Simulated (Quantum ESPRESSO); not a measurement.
pw.x input (Quantum ESPRESSO 7.5; PBEsol, PseudoDojo standard norm-conserving files, scalar-relativistic):

```
&CONTROL
  calculation = 'scf'
  pseudo_dir = './pseudo'
  outdir = './out'
  tprnfor = .true.
  tstress = .true.
/
&SYSTEM
  ibrav = 0
  nat = 2
  ntyp = 2
  ecutwfc = 84.0
  ecutrho = 336.0
  occupations = 'smearing'
  smearing = 'fd'
  degauss = 0.002
  nbnd = 12
/
&ELECTRONS
  conv_thr = 2e-10
/
ATOMIC_SPECIES
Mg 24.3050 Mg.upf
S 32.0600 S.upf
CELL_PARAMETERS angstrom
  0.000000000000   2.591549670000   2.591549670000
  2.591549670000   0.000000000000   2.591549670000
  2.591549670000   2.591549670000   0.000000000000
ATOMIC_POSITIONS crystal
Mg   0.000000000000   0.000000000000   0.000000000000
S   0.500000000000   0.500000000000   0.500000000000
K_POINTS automatic
10 10 10 0 0 0
```

End of the output:

```
     total energy              =    -140.86280673 Ry
     estimated scf accuracy    <       0.00000020 Ry
     total energy              =    -140.86280679 Ry
     estimated scf accuracy    <       0.00000003 Ry
     total energy              =    -140.86280679 Ry
     estimated scf accuracy    <          3.4E-10 Ry
[...]
     the Fermi energy is     8.4937 ev
!    total energy              =    -140.86280679 Ry
     estimated scf accuracy    <          1.2E-11 Ry
     smearing contrib. (-TS)   =      -0.00000000 Ry
     internal energy E=F+TS    =    -140.86280679 Ry
     The total energy is F=E-TS. E is the sum of the following terms:
     one-electron contribution =     -86.01715022 Ry
     hartree contribution      =      44.18995947 Ry
     xc contribution           =     -22.02315569 Ry
     ewald contribution        =     -77.01246035 Ry
     convergence has been achieved in   8 iterations
     Forces acting on atoms (cartesian axes, Ry/au):
     atom    1 type  1   force =     0.00000000    0.00000000    0.00000000
     atom    2 type  2   force =    -0.00000000    0.00000000    0.00000000
     Total force =     0.000000     Total SCF correction =     0.000000
     Computing stress (Cartesian axis) and pressure
          total   stress  (Ry/bohr**3)                   (kbar)     P=       -0.08
  -0.00000053  -0.00000000   0.00000000           -0.08       -0.00        0.00
   0.00000000  -0.00000053  -0.00000000            0.00       -0.08       -0.00
   0.00000000   0.00000000  -0.00000053            0.00        0.00       -0.08
```
In a gapped system the printed Fermi energy is only some level inside the gap.

Geometry relaxed with PBEsol.
